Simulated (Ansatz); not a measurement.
Input deck for Ansatz 0.2.0, then the block of the output on the nuclei.

The cell is a COD entry, relaxed with PBE at fixed cell and then changed (z compressed by 2 %, ions relaxed).

```yaml
crystal:
  lattice:
    - [-1.6069, 1.6069, 3.836651]
    - [1.6069, -1.6069, 3.836651]
    - [1.6069, 1.6069, -3.836651]
  atoms:
    - { symbol: Si, position: [0.3343886318, 0.3343886318, 0.0] }
    - { symbol: Si, position: [0.6656113682, 0.6656113682, 0.0] }
    - { symbol: W, position: [0.0, 0.0, 0.0] }
kpoints:
  mp_grid: { grid: [20, 20, 20] }
scf:
  occupations: { method: fermi_dirac, width: 0.05 }
hamiltonian:
  xc: pbe
  pseudopotentials: { kind: paw }
output:
  forces: true
  stress: true
  populations: true
  efg: { contact_densities: true }
  write_density: true
  write_potential: true
  elf: true
  volumetric_format: npy
relax:
  f_tol: 0.02
  max_steps: 60
```

```sh
ansatz run input.yaml --threads 1 --pin off --max-ram 3072MiB --backend cpu --events-out ev --progress --plain --runs-dir out
```

The run relaxes the ions first, and the block belongs to the relaxed positions.

Of the output, the block on the nuclei alone is shown; the set-up, the SCF iterations, energies, forces and stress are cut. One atom of each set with nearly equal values is shown.

```
--- PAW observables at the nuclei: V_zz in 10²¹ V/m², potentials from the cell's mean, atoms counted from 1 ---
  atom   1  Si V_zz =    -1.377242   η = 0.0000   by run symmetry: allowed
            electrostatic potential = -1371.028010 V   contact ρ = 12809.868659 e/Å³
  atom   3  W  V_zz =   -23.115777   η = 0.0000   by run symmetry: allowed
            electrostatic potential = -14813.665921 V   contact ρ = 8821970.809365 e/Å³
```

The relaxation (2 steps) took 56 s of wall time (55 s of CPU time) and 0.75 GiB at its peak, on 1 thread of Intel Xeon Platinum 8259CL CPU @ 2.50GHz (Skylake/Cascade Lake) (x86_64; 16 cores open to the job, memory cap 3.0 GiB, no GPU), a shared host with a load of 0.5 a core.

With no gap above 0.1 eV, as in a metal, the gradients converge slowly in k; expect changes of a tenth or more on a denser mesh. Without spin–orbit coupling the gradients at and beside W can be off by some per cent, at some sites by more. At this changed cell the PBE pressure is 9 GPa.
